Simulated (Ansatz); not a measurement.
A relaxation computed with Ansatz, from input to last step.

```yaml
crystal:
  lattice:
    - [-3.4652741995, 3.4652741995, 2.7339704198]
    - [3.4652741995, -3.4652741995, 2.7339704198]
    - [3.4652741995, 3.4652741995, -2.7339704198]
  atoms:
    - { symbol: Na, position: [0.6697348774, 0.1697348774, 0.8394697548] }
    - { symbol: Na, position: [0.1697348774, 0.3302651226, 0.5] }
    - { symbol: Na, position: [0.3302651226, 0.8302651226, 0.1605302452] }
    - { symbol: Na, position: [0.8302651226, 0.6697348774, 0.5] }
    - { symbol: Au, position: [0.25, 0.25, 0.0] }
    - { symbol: Au, position: [0.75, 0.75, 0.0] }
basis:
  ecutwfc: 500
kpoints:
  mp_grid: { grid: [8, 8, 8] }
hamiltonian:
  xc: r2scan
scf:
  occupations: { method: gaussian, width: 0.1 }
output:
  forces: true
  stress: true
  eigenvalues: true
relax:
  adjacent_minimum: "off"
  f_tol: 0.01
  max_steps: 30
  cell: { stress_tol: 0.1, fix: [volume] }
```

```bash
ansatz run input.yaml --threads 2 --pin off --max-ram 5120MiB --backend cpu --events-out ev --progress --plain --runs-dir out
```

Computed with Ansatz 0.2.0, DFT r2SCAN, scalar-relativistic, plane waves, PAW.

The volume is held at 0.88 times that of the relaxed cell.

Of 3 frames 3 are shown, positions in Å and forces in eV/Å; the SCF threshold varies from step to step. Steps run on the plane waves of an earlier cell, with a Pulay correction in the pressure. The basis is chosen afresh for the last frame, the zero of the energies, and at times for earlier ones too; energy and pressure step there, also at an unchanged geometry.

```xyz
6
Lattice="-3.4653 3.4653 2.7340 3.4653 -3.4653 2.7340 3.4653 3.4653 -2.7340" Properties=species:S:1:pos:R:3:forces:R:3 pbc="T T T" step=1 free_energy_over_end_meV_per_atom=0.73 pressure_GPa=4.64
Na    1.1764    4.6416    0.0000   -0.0395   -0.0395    0.0000
Na    2.2889    1.1764    0.0000    0.0395   -0.0395    0.0000
Na    2.2889   -1.1764    2.7340    0.0395    0.0395    0.0000
Na    1.1764    2.2889    2.7340   -0.0395    0.0395    0.0000
Au    0.0000    0.0000    1.3670    0.0000    0.0000    0.0000
Au    0.0000    0.0000    4.1010    0.0000    0.0000    0.0000
6
Lattice="-3.4553 3.4553 2.7497 3.4553 -3.4553 2.7497 3.4553 3.4553 -2.7497" Properties=species:S:1:pos:R:3:forces:R:3 pbc="T T T" step=2 free_energy_over_end_meV_per_atom=0.00 pressure_GPa=4.39
Na    1.1587    4.6141    0.0000   -0.0074   -0.0074    0.0000
Na    2.2966    1.1587    0.0000    0.0074   -0.0074    0.0000
Na    2.2966   -1.1587    2.7497    0.0074    0.0074    0.0000
Na    1.1587    2.2966    2.7497   -0.0074    0.0074    0.0000
Au    0.0000    0.0000    1.3749    0.0000    0.0000    0.0000
Au    0.0000    0.0000    4.1246    0.0000    0.0000    0.0000
6
Lattice="-3.4553 3.4553 2.7497 3.4553 -3.4553 2.7497 3.4553 3.4553 -2.7497" Properties=species:S:1:pos:R:3:forces:R:3 pbc="T T T" step=3 free_energy_over_end_meV_per_atom=0.00 pressure_GPa=4.39
Na    1.1587    4.6141    0.0000   -0.0070   -0.0070    0.0000
Na    2.2966    1.1587    0.0000    0.0070   -0.0070    0.0000
Na    2.2966   -1.1587    2.7497    0.0070    0.0070    0.0000
Na    1.1587    2.2966    2.7497   -0.0070    0.0070    0.0000
Au    0.0000    0.0000    1.3749    0.0000    0.0000    0.0000
Au    0.0000    0.0000    4.1246    0.0000    0.0000    0.0000
```

The run took 33 s on 2 threads of Intel(R) Xeon(R) 6975P-C (Granite Rapids), with other jobs on the host, peak memory 1 GiB.

Spin–orbit coupling is left out, which can shift energies with elements as heavy as these.